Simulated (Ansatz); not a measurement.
Pd:
```xyz
1
Lattice="2.5900 0.0000 0.0000 0.0000 2.5900 0.0000 0.0000 0.0000 2.5900" Properties=species:S:1:pos:R:3 pbc="T T T"
Pd     0.0000     0.0000     0.0000
```

Relaxed with r²SCAN. Special points in fractions of this cell's reciprocal vectors: Γ (0.000, 0.000, 0.000); X (0.000, 0.500, 0.000); M (0.500, 0.500, 0.000); R (0.500, 0.500, 0.500).

Question: List the band energies nearest the Fermi level at these points for r²SCAN in the plane-wave PAW code Ansatz.

Answer: In eV from the Fermi level; about four levels below and three above (degenerate sets whole), none deeper than 8.9 eV; … stands for higher levels left out; points with the same levels are listed once.

| k | below | above |
|---|---|---|
| Γ | -6.01 -4.75 -4.75 | … |
| X | -4.26 -4.00 -1.70 -1.70 | 0.09 … |
| M | -5.01 -3.55 -1.40 -1.40 | 1.24 … |
| R | -4.13 -4.13 -4.13 | 1.34 1.34 … |

Space group Pm-3m (simple cubic). The cell is a constructed one: a structure type filled with these elements; neither database checked (COD, Materials Project) lists it. It is not the phase usual at ambient conditions (space group No. 225). Symmetry was held in the r²SCAN relaxation. At this level the phase is mechanically unstable. The run is not spin-polarised. Spin–orbit coupling is left out wherever it is not named.

Potentials: the earlier of the program's two PAW sets.
